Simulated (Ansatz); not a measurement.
GaN:
```
GaN
1.0
    3.18504     0.00000     0.00000
   -1.59252     2.75832     0.00000
    0.00000     0.00000     5.17863
Ga N
2 2
Cartesian
  1.59252   0.91944   2.58356
  0.00000   1.83888   5.17287
  1.59252   0.91944   4.53706
  0.00000   1.83888   1.94774
```

Relaxed with HSE06.

**Question.** Give the Bader charges and basin volumes of the independent atoms, the program Ansatz at the HSE06 level (PAW).

**Answer.** 

```csv
atom,Bader charge (e),Bader volume (Å³)
Ga1,+1.67,9.1
N3,-1.67,13.6
```

Space group P6_3mc (wurtzite). The HSE06 relaxation kept the symmetry of its start.

Potentials: the earlier of the program's two PAW sets.
